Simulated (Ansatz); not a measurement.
TiBr₃:
```cif
data_Br18Ti6
_chemical_formula_sum 'Br18 Ti6'
_space_group_name_H-M_alt 'R-3 :H'
_space_group_IT_number 148
_space_group_name_Hall '-R 3'
_cell_length_a 6.30960
_cell_length_b 6.30960
_cell_length_c 18.89714
_cell_angle_alpha 90.000
_cell_angle_beta 90.000
_cell_angle_gamma 120.000
loop_
_atom_site_label
_atom_site_type_symbol
_atom_site_symmetry_multiplicity
_atom_site_Wyckoff_symbol
_atom_site_fract_x
_atom_site_fract_y
_atom_site_fract_z
_atom_site_occupancy
Br1 Br 18 f 0.34322 0.00033 0.07983 1
Ti1 Ti 6 c 0.00000 0.00000 0.33336 1
```
(The calculation used a cell of 8 atoms; values per cell refer to that cell.)

Relaxed with r²SCAN+D4.

Q: Tabulate the valence density and the electron localisation function along the shortest Br–Ti contact (2.56 Å), plane-wave PAW r²SCAN+D4 (Ansatz code).

A: 

| distance from Br (Å) | density (e/Å³) | ELF |
|---|---|---|
| 0.26 | 0.38 | 0.01 |
| 0.38 | 0.74 | 0.08 |
| 0.51 | 1.07 | 0.40 |
| 0.64 | 1.21 | 0.73 |
| 0.77 | 1.12 | 0.86 |
| 0.90 | 0.91 | 0.88 |
| 1.03 | 0.69 | 0.85 |
| 1.15 | 0.52 | 0.77 |
| 1.28 | 0.41 | 0.54 |
| 1.41 | 0.35 | 0.24 |
| 1.54 | 0.39 | 0.13 |
| 1.67 | 0.60 | 0.21 |
| 1.79 | 1.30 | 0.44 |
| 1.92 | 2.83 | 0.62 |
| 2.05 | 5.11 | 0.63 |
| 2.18 | 7.49 | 0.47 |
| 2.31 | 9.18 | 0.18 |

The density is the valence pseudo-density with augmentation charge, so density and ELF within about 1 Å of a nucleus are not all-electron values.

The workflow started from an entry of the Crystallography Open Database (COD), which files this formula under 2 space groups. Its standing as an ambient phase is unchecked. The r²SCAN+D4 relaxation kept the symmetry of its start; its stability against distortions is not shown here. No spin polarisation was allowed.

Potentials: the later of the program's two PAW sets.
